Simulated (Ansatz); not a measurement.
The cell is the one relaxed in the Materials Project (mp-980094), not relaxed further here; entries there can be hypothetical.

TiPd: DFT, r2SCAN, PAW with Ansatz's default frozen-core files, scalar-relativistic (Ansatz 0.2.0).

```yaml
crystal:
  lattice:
    - [4.57045186, 0.0, 0.0]
    - [0.0, 2.77508999, 0.0]
    - [0.0, 0.0, 4.8757813]
  atoms:
    - { symbol: Ti, position: [0.25, 0.0, 0.70247786] }
    - { symbol: Ti, position: [0.75, 0.0, 0.29752214] }
    - { symbol: Pd, position: [0.25, 0.5, 0.18660448] }
    - { symbol: Pd, position: [0.75, 0.5, 0.81339552] }
kpoints:
  mp_grid: { grid: [7, 12, 7] }
  band_path:
    path:
      - [0.0, 0.0, 0.0]
      - [0.5, 0.0, 0.0]
      - [0.5, 0.5, 0.0]
      - [0.0, 0.5, 0.0]
      - [0.0, 0.0, 0.0]
      - [0.0, 0.0, 0.5]
      - [0.5, 0.0, 0.5]
      - [0.5, 0.5, 0.5]
      - [0.0, 0.5, 0.5]
    npoints: 8
scf:
  occupations: { method: fermi_dirac, width: 0.05 }
hamiltonian:
  xc: r2scan
  pseudopotentials: { kind: paw }
output:
  forces: true
  stress: true
  eigenvalues: true
  efg: { contact_densities: true }
  populations: true
  bader: true
  dos: { projected: true, de: 0.2, e_range: [-14, 8] }
```

Output:

```
Pd: output.efg is read without spin–orbit coupling, which moves field gradients at and beside such atoms by some per cent and up to a factor of two; PAW files take it under magnetization.noncollinear and magnetization.spin_orbit
Engine: ansatz 0.2.0
Pseudopotentials: kind: paw
Pseudopotential: Ti, paw, valence charge 12, recommended cutoff 500 eV (meta_gga)
Pseudopotential: Pd, paw, valence charge 18, recommended cutoff 500 eV (meta_gga)
Functional definition: r2SCAN
  parameter k0 = 0.174
  parameter k1 = 0.065
  parameter a1 = 4.9479
  exchange = r2scan_x(k0 = k0, k1 = k1, a1 = a1)
  correlation = r2scan_c
Crystal: 4 atoms, lattice volume = 61.842 Å³
Basis set: ecut = 500 eV, 1571 PW (Γ), exchange–correlation on 144×96×144 points (64 copies of the dense FFT grid, shifted against one another)
Bands: 36, of which v1, the nominal top of the filled ones, is band 30 counted from 1 (29 counted from 0)
Symmetry: 8 space group operations
Space group: Pmma (ITA 51), of the structure as read, at distance tolerance 4.0e-5 Å
k-points: 112 of 588
Non-local potential: Ti, projectors of the file, l = 0: 3, l = 1: 2, l = 2: 3, l = 3: 1
Non-local potential: Pd, projectors of the file, l = 0: 2, l = 1: 2, l = 2: 2, l = 3: 1
PAW form: soft (Blöchl's): semilocal exchange-correlation on the pseudo side does not see the compensation charge
PAW frozen core: Ti, regenerated for the run's functional (the file was generated under x = pbe(κ = 0.804, μ = 0.2195149727645171), c = pbe(β = 0.06672455060314922))
PAW frozen core: Pd, regenerated for the run's functional (the file was generated under x = pbe(κ = 0.804, μ = 0.2195149727645171), c = pbe(β = 0.06672455060314922))
PAW one-centre angular grid: Ti, 590 points (default); XC on 160 Gauss nodes
PAW one-centre angular grid: Pd, 590 points (default); XC on 160 Gauss nodes
Initial density: superposition of atomic densities (neutral atoms: chi_scale 0, normalization atom), corrected by the library's trained network
Initial wavefunctions: pseudopotential atomic-orbital guess
Functional: x = r2scan, c = r2scan; τ floored in thin density (d = 2e-4 eV/Å³)
SCF iter   1: F=—  HF=-18982.426633 eV  |F-HF|=—  |Δ(HF+E_count)|=         —  Δρ=2.58e-2  dr2=6.77e-1  dr2_τ=6.15e-2  ethr=1.77e-3  ⟨swp⟩=4.2  Hψ=13398  notcnv=0
preconditioner: auto → Kerker (q_TF=auto, 2.715 Å⁻¹)  [metal: Δε(μ)=0.017 eV  Ē_g=4.983 eV  σ=0.050 eV  W_gap=0.09  n_scr=20 (ndim 8)  ℏωp=25.0 eV  f_vac=0.000  D(μ)=3.99/eV (n_scr^D=38)]
SCF iter   2: F=—  HF=-18982.441083 eV  |F-HF|=—  |Δ(HF+E_count)|=   1.44e-2  Δρ=1.28e-2  dr2=6.75e-2  dr2_τ=2.30e-2  ethr=1.13e-3  ⟨swp⟩=2.2  Hψ=5997  notcnv=0
SCF iter   3: F=—  HF=-18982.440964 eV  |F-HF|=—  |Δ(HF+E_count)|=   1.19e-4  Δρ=5.12e-3  dr2=1.58e-2  dr2_τ=4.61e-4  ethr=1.13e-4  ⟨swp⟩=2.1  Hψ=6160  notcnv=0
SCF iter   4: F=—  HF=-18982.441608 eV  |F-HF|=—  |Δ(HF+E_count)|=   6.44e-4  Δρ=1.80e-3  dr2=1.66e-3  dr2_τ=2.16e-4  ethr=2.64e-5  ⟨swp⟩=2.5  Hψ=5879  notcnv=0
SCF iter   5: F=—  HF=-18982.441941 eV  |F-HF|=—  |Δ(HF+E_count)|=   3.33e-4  Δρ=4.14e-4  dr2=1.73e-4  dr2_τ=4.58e-6  ethr=2.76e-6  ⟨swp⟩=2.2  Hψ=6043  notcnv=0
SCF iter   6: F=—  HF=-18982.441986 eV  |F-HF|=—  |Δ(HF+E_count)|=   4.47e-5  Δρ=1.82e-4  dr2=3.69e-5  dr2_τ=1.23e-6  ethr=2.88e-7  ⟨swp⟩=2.0  Hψ=5600  notcnv=0
SCF iter   7: F=—  HF=-18982.441991 eV  |F-HF|=—  |Δ(HF+E_count)|=   5.52e-6  Δρ=5.29e-5  dr2=3.04e-6  dr2_τ=1.27e-7  ethr=6.15e-8  ⟨swp⟩=2.0  Hψ=5601  notcnv=0
SCF iter   8: F=—  HF=-18982.441991 eV  |F-HF|=—  |Δ(HF+E_count)|=   3.14e-8  Δρ=2.11e-5  dr2=4.85e-7  dr2_τ=7.97e-9  ethr=5.06e-9  ⟨swp⟩=2.0  Hψ=4316  notcnv=0
SCF iter   9: F=-18982.441991 eV  HF=-18982.441991 eV  |F-HF|=4.59e-9  |Δ(HF+E_count)|=   1.42e-8  Δρ=3.48e-6  dr2=1.05e-8  dr2_τ=7.40e-10  ethr=1.67e-10  ⟨swp⟩=4.2  Hψ=12641  notcnv=0
SCF 1 converged in 9 iterations: F = -18982.441991 eV  dr2 = 1.05e-8
  greatest PAW one-centre occupation: 1.003 electrons in one spin orbital (limit 2), on the Pd atom at site 3 (counted from 0), in its partial waves of l = 0
NSCF: frozen V_eff on 65 k-points
SCF converged after 9 iterations
Free energy (F): -18982.441991 eV
Harris-Foulkes:  -18982.441991 eV  (|F-HF|=4.59e-9)
Internal energy: -18982.407082 eV  (E = F + TS)
E sigma→0 (E₀):  -18982.424536 eV
Entropy (-TS):   -0.034909 eV (-8.727 meV/atom)
Fermi energy:    17.546579 eV
--- Per-component energies (eV) ---
  E_band       = -680.023885
  E_kinetic    = 1575.286817
  E_local      = -5421.496030  (includes V_loc(G=0)·N_el)
  E_nonlocal   = 443.613411
  E_hartree    = 2228.249304
  E_xc         = -509.096064
  E_vxc        = -736.466324  (∫ρ·V_xc dr)
  E_paw        = -9654.463311  (= ΣΔE_a)
  E_vpaw       = -1051.355079  (= ΣTr[D̂ρ^β])
  E_aug_tail   = 0.000409  (compensation charges beyond the density's cutoff)
  E_vtau       = 53.895862  (kinetic-family band-sum trace: ∫τ·v_τ [+ j·A + Jᵃ·Aᵃ] dr)
  E_ewald      = -7643.090531
  E_core_change = -1.411087  (= ΣΔE_core)
  E_smearing   = -0.034909  (= −TS)
  E_closure    = 0.000000  (closes the sum)
  Σ components = -18982.441991   (vs F -18982.441991, Δ=0.00e0)
--- Forces (eV/Å), atoms counted from 1 ---
  atom   1  Ti    -0.00000000    -0.00000000     0.02690145
  atom   2  Ti     0.00000000     0.00000000    -0.02690145
  atom   3  Pd     0.00000000    -0.00000000     0.00275973
  atom   4  Pd    -0.00000000     0.00000000    -0.00275973
  max |Σ_I F_I| component: 3.90e-18 eV/Å
--- Stress (GPa, compression-positive) ---
       -0.251883       0.000000       0.000000
        0.000000      -0.436670      -0.000000
        0.000000      -0.000000      -0.237041
  P = ⅓ Tr σ = -0.3085 GPa (-3.085 kbar)
--- PAW observables at the nuclei: V_zz in 10²¹ V/m², potentials from the cell's mean, atoms counted from 1 ---
  atom   1  Ti V_zz =    +0.188323   η = 0.2113   by run symmetry: allowed
            electrostatic potential = -2534.682780 V   contact ρ = 56725.831973 e/Å³
  atom   2  Ti V_zz =    +0.188323   η = 0.2113   by run symmetry: allowed
            electrostatic potential = -2534.682780 V   contact ρ = 56725.831973 e/Å³
  atom   3  Pd V_zz =    +2.113960   η = 0.8037   by run symmetry: allowed
            electrostatic potential = -7251.369309 V   contact ρ = 865108.443809 e/Å³
  atom   4  Pd V_zz =    +2.113960   η = 0.8037   by run symmetry: allowed
            electrostatic potential = -7251.369309 V   contact ρ = 865108.443809 e/Å³
--- Band table (eV; the first three rows and the last of 112) ---
  k-point 0: bands = ["-70.0792", "-70.0701", "-42.1142", "-42.0863", "-35.0031", "-34.9578", "-34.9293", "-34.9128", "-34.8247", "-34.8143", "-17.4122", "-17.3907", "-17.2809", "-17.2706", "-16.9017", "-16.8815", "9.8448", "12.0203", "12.0213", "12.1900", "12.2233", "14.0124", "14.3239", "14.5207", "14.8980", "14.9818", "14.9909", "15.6140", "16.7634", "17.2515", "17.4386", "17.7338", "18.1268", "19.5931", "20.1367", "20.1773"]
  k-point 1: bands = ["-70.0792", "-70.0701", "-42.1142", "-42.0867", "-35.0027", "-34.9569", "-34.9296", "-34.9128", "-34.8246", "-34.8144", "-17.4108", "-17.3894", "-17.2855", "-17.2722", "-16.9018", "-16.8817", "10.0051", "12.0307", "12.1122", "12.2007", "12.3087", "13.9661", "14.3422", "14.5728", "14.7181", "14.9713", "15.0054", "15.3571", "16.6730", "17.2051", "17.4047", "17.6574", "18.0702", "19.9287", "20.0053", "20.0407"]
  k-point 2: bands = ["-70.0791", "-70.0702", "-42.1141", "-42.0875", "-35.0020", "-34.9548", "-34.9304", "-34.9127", "-34.8245", "-34.8145", "-17.4073", "-17.3858", "-17.2968", "-17.2760", "-16.9019", "-16.8821", "10.4572", "12.0145", "12.2363", "12.3242", "12.5499", "13.7468", "14.2771", "14.3883", "14.7022", "14.8199", "14.9225", "15.0532", "16.5527", "17.1235", "17.3064", "17.5885", "17.9557", "19.1185", "19.8163", "20.0033"]
  k-point 111: bands = ["-70.0578", "-70.0559", "-42.0325", "-42.0273", "-35.0348", "-35.0320", "-34.9701", "-34.9618", "-34.8928", "-34.8914", "-17.4363", "-17.4296", "-17.3507", "-17.3452", "-17.2123", "-17.2072", "11.7793", "11.9139", "12.4210", "12.6282", "13.0250", "13.0944", "13.2020", "13.5631", "15.1576", "15.3463", "17.4940", "17.5948", "18.1884", "18.2070", "18.3125", "18.8489", "18.8611", "18.9873", "19.7599", "19.8562"]
--- Löwdin populations: 4 sites ---
  site symbol       q [e]
     0     Ti     12.1660
     1     Ti     12.1660
     2     Pd     17.2285
     3     Pd     17.2285
  spilling = 0.020183 (of n_electrons = 60.000000)
--- Bader charges: 4 sites ---
  site symbol  charge [e]  shift [e]
     0     Ti      1.3111     0.0038
     1     Ti      1.3111     0.0038
     2     Pd     -1.3111     0.0038
     3     Pd     -1.3111     0.0038
  estimated error of the sums over rays = 4.6e-4 e
```

populations.tsv:

```
# site	symbol	l	j	q
# orbitals = lowdin
# n_electrons = 60.000000
# spilling = 0.020183
0	Ti	0_3S	-	1.956942
0	Ti	0_4S	-	1.218061
0	Ti	1_3P	-	5.994323
0	Ti	2_3D	-	2.996655
1	Ti	0_3S	-	1.956942
1	Ti	0_4S	-	1.218061
1	Ti	1_3P	-	5.994323
1	Ti	2_3D	-	2.996655
2	Pd	0_4S	-	1.994978
2	Pd	1_4P	-	5.993314
2	Pd	2_4D	-	9.240243
3	Pd	0_4S	-	1.994978
3	Pd	1_4P	-	5.993314
3	Pd	2_4D	-	9.240243
```

bader_charges.tsv:

```
# site	symbol	x_ang	y_ang	z_ang	partial_charge_e	electrons	volume_ang3	relative_density_drop	shared_charge_e	partial_wave_shift_e
# quadrature_error_electrons = 4.6e-4
0	Ti	1.1426	0.0000	3.4251	1.31111	20.68889	10.66	-	1.31111	0.00375
1	Ti	3.4278	0.0000	1.4507	1.31110	20.68890	10.66	-	1.31110	0.00375
2	Pd	1.1426	1.3875	0.9098	-1.31110	47.31110	20.26	-	-1.31110	0.00375
3	Pd	3.4278	1.3875	3.9659	-1.31110	47.31110	20.26	-	-1.31110	0.00375
```

Spin polarisation is left out, and whether a magnetic state lies lower isn't shown here.
